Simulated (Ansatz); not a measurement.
Sc₂B₂P in space group P-6m2 (No. 187; Sc on 2h, P on 1a, B on 1b, B on 1f) at seven volumes, plane-wave PAW PBE (Ansatz code), shape and atoms relaxed at each. One row is withheld.

| V (Å³/atom) | P (GPa) |
|---|---|
| 11.903 | 15.74 |
| 12.296 | 9.72 |
| 12.688 | ? |
| 13.081 | 0.00 |
| 13.473 | -3.92 |
| 13.865 | -7.33 |
| 14.258 | -10.27 |

Question: Fit the shown pressures and predict the withheld one.

Answer: Third-order Birch–Murnaghan: P = (3/2)B₀(x^(7/2) − x^(5/2))[1 + (3/4)(B′ − 4)(x − 1)] with x = (V₀/V)^(2/3). Least squares on the six rows gives V₀ = 13.081 Å³/atom, B₀ = 140.0 GPa, B′ = 3.72. At V = 12.688, x = 1.0205 and P = 4.52 GPa. The run itself gave 4.52 GPa.

The start of the workflow was typed in or built on a structure type; neither database checked (COD, Materials Project) lists it. Whether it is the stable phase at ambient conditions was not checked. The PBE relaxation kept the symmetry of its start; whether a distortion lowers the energy is not shown. The run is not spin-polarised.

Potentials: the earlier of the program's two PAW sets.
